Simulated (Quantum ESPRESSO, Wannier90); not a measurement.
**Wannier functions of PtSe₂ (CdI2 type)**

Structure: Materials Project mp-1115, symmetrised, not relaxed again. COD (Crystallography Open Database) has an entry of this formula and space group (matched by these alone). Method: PBEsol plane waves in Quantum ESPRESSO 7.5 (PseudoDojo norm-conserving files, 69 Ry, no spin polarisation, no spin-orbit coupling), Bloch states on a 12×12×6 mesh through Γ, Wannier90 4.0.1. Density: 12×12×6 mesh, Gaussian smearing 0.01 Ry. The cell is built of weakly bound layers, chains or molecules, whose nearest atoms lie 3.85 Å apart. Database cells relaxed without dispersion often hold them too far apart, which can enlarge gaps and weakens couplings between them; spacing and stacking were not compared with the measured crystal. Spin-orbit coupling is left out although heavy elements are present.

```
begin unit_cell_cart
ang
    3.7173100460    0.0000000000    0.0000000000
   -1.8586550230    3.2192849336    0.0000000000
    0.0000000000    0.0000000000    5.8200700000
end unit_cell_cart
mp_grid = 12 12 6
```

Neighbour vectors b of the finite-difference formula (Å⁻¹), by shell:

| shell | b_x | b_y | b_z |
|---|---|---|---|
| 1 | 0.00000 | 0.16264 | 0.00000 |
| 1 | 0.14085 | 0.08132 | 0.00000 |
| 1 | 0.00000 | -0.16264 | 0.00000 |
| 1 | 0.14085 | -0.08132 | 0.00000 |
| 1 | -0.14085 | -0.08132 | 0.00000 |
| 1 | -0.14085 | 0.08132 | 0.00000 |
| 2 | 0.00000 | 0.00000 | 0.17993 |
| 2 | 0.00000 | 0.00000 | -0.17993 |

**Question.** Find the weights w_b from the completeness condition Σ_b w_b b_α b_β = δ_αβ.

**Answer.** Shell 1: Σ b_x² = 0.079, Σ b_y² = 0.079, Σ b_z² = 0.000 Å⁻²
Shell 2: Σ b_x² = 0.000, Σ b_y² = 0.000, Σ b_z² = 0.065 Å⁻²
Each of the three diagonal sums, weighted, has to give 1 and the off-diagonal ones 0, which holds for w_1 = 12.6 Å², w_2 = 15.4 Å². Check on xx: 12.60×0.079 + 15.44×0.000 = 1.00.

On this mesh the 11 functions of bands 15-25 (valence bands; start: SCDM (isolated), conv_tol = 1.0e-6) end with spreads 1.2655, 1.3073, 1.2684, 2.1952, 2.1951, 2.1949, 2.1135, 2.1134, 2.1949, 2.1949, 2.1950 Å², Ω_I = 19.2000 Å² and Ω_D = 0.0326 Å².

Ω_total is the sum of the spreads, 21.238 Å². Ω_OD = Ω_total − Ω_I − Ω_D = 2.006 Å². Only (Ω_D + Ω_OD)/Ω_total = 9.6 % depends on the gauge, and another start could lower the total by that share at most. The rms radius is √(Ω_total/11) = 1.39 Å.
